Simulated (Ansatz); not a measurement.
Below is a relaxed structure of HoAlTe3. The cell was found from a structure generator's guess, not taken from experiment.

Method: Ansatz, DFT PBE, scalar-relativistic, plane waves, PAW, and for the lanthanide a 4f-in-core norm-conserving potential. Cutoff 690 eV, Γ-centred mesh, Gaussian smearing, no spin polarisation.

```cif
data_structure
_symmetry_space_group_name_H-M 'P 1'
_symmetry_Int_Tables_number 1
_cell_length_a 6.3089
_cell_length_b 6.3089
_cell_length_c 5.4740
_cell_angle_alpha 90.000
_cell_angle_beta 90.000
_cell_angle_gamma 120.000
_cell_volume 188.69
loop_
_atom_site_label
_atom_site_type_symbol
_atom_site_fract_x
_atom_site_fract_y
_atom_site_fract_z
_atom_site_occupancy
Ho1 Ho 0.00000 0.00000 0.00000 1
Al1 Al 0.00000 0.00000 0.50000 1
Te1 Te 0.50000 0.00000 0.50000 1
Te2 Te 0.00000 0.50000 0.50000 1
Te3 Te 0.50000 0.50000 0.50000 1
```

Formation energies are uncorrected and refer to the elements' standard structures at the same level.

Question: What space group does it have?

Answer: P6/mmm (No. 191). Conventional cell: a = 6.309 Å, c = 5.474 Å. Around Ho lie 2 Al at 2.74 Å; Al is surrounded by 2 Ho at 2.74 Å and 6 Te at 3.15 Å; around Te lie 2 Al at 3.15 Å and 4 Te at 3.15 Å.

Question: What is its formation energy per atom?

Answer: +0.35 eV/atom. A positive value: parting into the elements would lower its energy.

Question: Is it a metal?

Answer: Yes, bands cross the Fermi level on the 6×6×8 mesh.

The last run used a 6×6×8 mesh (in the run's order of axes) for its 5-atom cell and Gaussian smearing of 0.10 eV. Spin–orbit coupling, which can matter for Te, is left out. The reference form of Te is held partly by dispersion forces, which this level lacks. A structure relaxed within its symmetry needn't be a true minimum. Another cell of HoAlTe3 relaxed alike, in Amm2, lies 0.79 eV/atom lower, so this cell isn't the stable form at this level.

The lanthanide is trivalent by construction, without f bands, f moments or other valences. The reference runs of the other elements, and any phases without the lanthanide, used 420 eV, which shifts energies against them by under 10 meV/atom. The lanthanide's reference is the lowest of its hcp, dhcp and fcc cells.
